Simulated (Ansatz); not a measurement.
ZrIn$_{3}$:
```
ZrIn3
1.0
   -2.12777     2.12777     4.94457
    2.12777    -2.12777     4.94457
    2.12777     2.12777    -4.94457
Zr In
1 3
Direct
  0.00000   0.00000   0.00000
  0.25000   0.75000   0.50000
  0.75000   0.25000   0.50000
  0.50000   0.50000   0.00000
```

Relaxed with r²SCAN. Special points in fractions of this cell's reciprocal vectors: Γ (0.000, 0.000, 0.000); X (0.000, 0.000, 0.500); P (0.250, 0.250, 0.250); N (0.000, 0.500, 0.000); M (0.500, 0.500, -0.500); S (0.296, 0.704, -0.296); S0 (-0.296, 0.296, 0.296); R (-0.093, 0.093, 0.500); G (0.500, 0.500, -0.093).

**Question.** List the band energies nearest the Fermi level at these points for the program Ansatz at the r²SCAN level (PAW).

**Answer.** In eV from the Fermi level; about four levels below and three above (degenerate sets whole), none deeper than 8.9 eV; points with the same levels are listed once.

| k | below | above |
|---|---|---|
| Γ | -2.81 -1.26 -1.26 -1.11 | 0.24 1.50 1.96 1.96 |
| X | -3.56 -2.61 -2.43 -1.10 | 2.15 2.38 2.44 |
| P | -4.06 -1.90 -1.90 -1.56 | 1.51 2.38 2.56 |
| N | -3.66 -3.61 -1.27 -0.38 | 0.62 2.00 2.63 |
| M | -1.91 -1.10 -1.10 -0.19 | 1.18 1.18 1.48 |
| S | -5.69 -1.27 -0.92 -0.65 | 0.76 1.11 1.84 |
| R | -3.40 -2.26 -1.73 -0.96 | 1.71 2.43 2.53 |

Space group I4/mmm. The first step of the workflow began from a Materials Project structure, measured or hypothetical; the Crystallography Open Database copy checked does not list it. With Zr and In taken as one species the cell has the higher symmetry I4/mmm, so it may be an ordered model of a mixed-site phase. Whether it is the stable phase at ambient conditions was not checked. The r²SCAN relaxation kept the symmetry of its start; its stability against distortions is not shown here. No spin polarisation was allowed. Spin–orbit coupling is left out wherever it is not named.

Potentials: the earlier of the program's two PAW sets.
